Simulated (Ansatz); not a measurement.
## Structure types of TaSb compared at 71 GPa

Structure types of TaSb are relaxed in primitive cells with their symmetry kept at 71 GPa, on PAW files; LAPW relaxes the small cells further and takes the PAW cell for the others (marked *). The enthalpy is E + pV at zero temperature, without zero-point motion. Only the types listed were tried, and differences under about 5 meV/atom are mesh noise. The real phase may be another.

Computed with Ansatz 0.2.0; functional PBE, scalar-relativistic. Settings: Fermi–Dirac smearing of 0.05 eV, no spin polarisation. Methods: LAPW: all electrons, basis error target 0.5 meV/atom; PAW: frozen-core files, cutoff 420 eV.

k meshes: rocksalt 13×13×13, CsCl 13×13×13, zincblende 12×12×12, WC 13×13×12, NiAs 10×10×6.

Spin–orbit coupling is left out, which matters for the heavy atoms.

Question: Which type is lowest in enthalpy, and by how much?

Answer: CsCl, 230 meV/atom below distorted NiAs. The whole table:

```tsv
start type	ends as	a, b, c (Å)	V (Å³/atom)	H − H(lowest), LAPW (meV/atom)	same, PAW
rocksalt	rocksalt, Fm-3m	5.102, 5.102, 5.102	16.61	1254.3	1255.4
CsCl	CsCl, Pm-3m	3.123, 3.123, 3.123	15.24	0.0	0.0
zincblende	zincblende, F-43m	5.481, 5.481, 5.481	20.58	4199.9	4203.3
WC	distorted WC, P-6m2	3.048, 3.048, 3.884	15.62	238.0	239.4
NiAs*	distorted NiAs, P6_3/mmc	3.026, 3.026, 7.863	15.59	229.8	231.4
```
